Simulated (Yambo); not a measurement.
```
Y2CI2
1.0
    3.82966     0.00000     0.00000
   -1.91483     3.31658     0.00000
    0.00000     0.00000    10.36983
C Y I
1 2 2
Direct
  0.00000   0.00000   0.00000
  0.33333   0.66667   0.12585
  0.66667   0.33333   0.87415
  0.33333   0.66667   0.66640
  0.66667   0.33333   0.33360
```

Y2CI2 (space group P-3m1, No. 164): mean Im ε in 1 eV windows above the direct gap of 1.44 eV, for different electron-hole kernels (Yambo, broadening 0.15 eV, PBEsol (pw.x of Quantum ESPRESSO, ONCV potentials, without SOC) bands; 6×6×2 mesh, 9 valence and 13 conduction bands, static screening with 73 bands and a 3 Ry block, scissor 0.66 eV, Tamm-Dancoff; field along x).

```json
[
 {"window (eV)": "1.4 to 2.4", "independent quasiparticles": "11", "BSE": "8.7"},
 {"window (eV)": "2.4 to 3.4", "independent quasiparticles": "6.3", "BSE": "5.0"},
 {"window (eV)": "3.4 to 4.4", "independent quasiparticles": "2.5", "BSE": "3.6"},
 {"window (eV)": "4.4 to 5.4", "independent quasiparticles": "4.9", "BSE": "8.5"},
 {"window (eV)": "5.4 to 6.4", "independent quasiparticles": "9.9", "BSE": "9.7"},
 {"window (eV)": "6.4 to 7.4", "independent quasiparticles": "7.2", "BSE": "6.6"}
]
```

This run doesn't resolve bound excitons or single peaks, so only averages are given, and they too depend on the mesh; weight that the attraction moves below the gap isn't listed. All transitions below 8.24 eV are in the band window. The scissor comes from a G0W0 run whose convergence isn't established.

Spin-orbit coupling is left out, which matters for elements this heavy: edges can move by tenths of an eV.

Geometry relaxed with PBE+D3(BJ).

The structure is a Materials Project entry; no match was found in the copy of COD used, and its stability was not checked.
